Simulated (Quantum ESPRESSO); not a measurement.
## Calculated data, NbAg5Ir2 (simulated cell)

Computed with Quantum ESPRESSO 7.5. Calculation on a made-up metal alloy cell, not a measurement: no spin or spin-orbit, unrelaxed, 2900 K smearing, stress positive in tension, cell energy less fitted offsets; periodic Kohn-Sham density functional theory in plane waves with PseudoDojo standard norm-conserving scalar-relativistic pseudopotentials, each functional with its own files (v0.5 for PBE, v0.4.1 for LDA and PBEsol), eight atoms on drawn sites of a strained close-packed or body-centred lattice, each displaced and held fixed; the energy is the cell's free energy, ions and the entropy term -TS included, at the stated Fermi-Dirac width, less a fixed offset for each atom's element (shifted free energy); compositions with an open d shell lost a parallel starting moment in a cheaper test run, and other magnetic orders were not tried; an error bar is the largest change of its kind in a tighter rerun, never given below 0.002 eV, 0.02 GPa or 0.003 eV/angstrom, and covers cutoff and k-mesh only, not smearing or the files.

Settings shared by all entries: lattice type hexagonal close-packed; functional pbe; cutoff 1116 eV; fermi dirac smearing 0.25 eV; electrons removed 0; run command pw.x -nk 1 -in in; run processor AMD EPYC, Zen 5, virtual cores; k mesh 5 x 5 x 5 shifted half a step off Gamma on each axis.

Notes on all entries: heavy elements are run without spin-orbit coupling, which real alloys of them have; a spin test at this wide smearing found no moment, but such smearing suppresses magnetism that the real alloy may have; lattice, volume and sites are drawn at random and may be unstable or far from any real phase; energies are for the whole cell, less offsets fitted to these runs, so they are not formation energies; error bars: energy 0.0072 eV, stress 0.14 GPa, force 0.0058 eV/Å, from a tighter rerun of a related cell, whose elements or sites may differ.

(1) NbAg5Ir2 (simulated cell)

```
NbAg5Ir2
1.0
      0.0000     4.9060     0.0000
      2.8325     0.0000     4.5682
      2.8325     0.0000    -4.5682
Ag Ir Ag Nb Ir Ag
2 1 1 1 1 2
Direct
  0.00817 -0.00993 0.00552
  0.02538 0.48025 0.47721
  0.33094 0.24819 0.73814
  0.31700 0.76580 0.24522
  0.48345 0.22955 0.27107
  0.46675 0.76909 0.73658
  0.86702 0.00196 0.50364
  0.80905 0.51617 -0.01142
```

- entropy term negative ts: -1.051 eV
- pressure: 14.21 GPa
- stress xx: -7.26 GPa
- stress yy: -20.73 GPa
- stress zz: -14.66 GPa
- stress yz: 0.3 GPa
- stress xz: -2.56 GPa
- stress xy: -0.97 GPa
- shifted free energy: 1.498 eV

Atoms:
```csv
atoms element,atom site,atom energy offset (eV)
Ag,1,-4218.03
Ag,2,-4218.03
Ir,3,-3133.86
Ag,4,-4218.03
Nb,5,-1694.67
Ir,6,-3133.86
Ag,7,-4218.03
Ag,8,-4218.03
```

Forces:
```csv
site,x (eV/Å),y (eV/Å),z (eV/Å)
1,-0.171,-1.676,1.518
2,0.745,-2.31,0.579
3,0.775,1.21,-0.285
4,-1.76,1.151,-1.583
5,0.563,1.827,1.975
6,-0.013,1.645,-0.709
7,0.199,-1.827,-0.847
8,-0.338,-0.02,-0.648
```

Notes: 14 SCF iterations, 1147 s of wall time on a shared machine.

(2) NbAg5Ir2 (simulated cell)

```
NbAg5Ir2
1.0
      0.0000     4.9060     0.0000
      2.8325     0.0000     4.5682
      2.8325     0.0000    -4.5682
Ir Ag Nb Ag
2 3 1 2
Direct
  0.00817 -0.00993 0.00552
  0.02538 0.48025 0.47721
  0.33094 0.24819 0.73814
  0.31700 0.76580 0.24522
  0.48345 0.22955 0.27107
  0.46675 0.76909 0.73658
  0.86702 0.00196 0.50364
  0.80905 0.51617 -0.01142
```

- entropy term negative ts: -1.028 eV
- pressure: 14.46 GPa
- stress xx: -11.87 GPa
- stress yy: -8.89 GPa
- stress zz: -22.61 GPa
- stress yz: 0.87 GPa
- stress xz: -0.72 GPa
- stress xy: 1.04 GPa
- shifted free energy: 1.579 eV

Atoms:
```csv
atoms element,atom site,atom energy offset (eV)
Ir,1,-3133.86
Ir,2,-3133.86
Ag,3,-4218.03
Ag,4,-4218.03
Ag,5,-4218.03
Nb,6,-1694.67
Ag,7,-4218.03
Ag,8,-4218.03
```

Forces:
```csv
site,x (eV/Å),y (eV/Å),z (eV/Å)
1,-0.024,-0.777,1.914
2,0.926,-1.496,0.738
3,1.701,0.073,-0.852
4,-1.591,0.912,-1.465
5,-0.241,2.143,2.22
6,-0.524,0.401,-0.967
7,0.104,-1.432,-0.697
8,-0.35,0.176,-0.89
```

Notes: 14 SCF iterations, 1134 s of wall time on a shared machine.
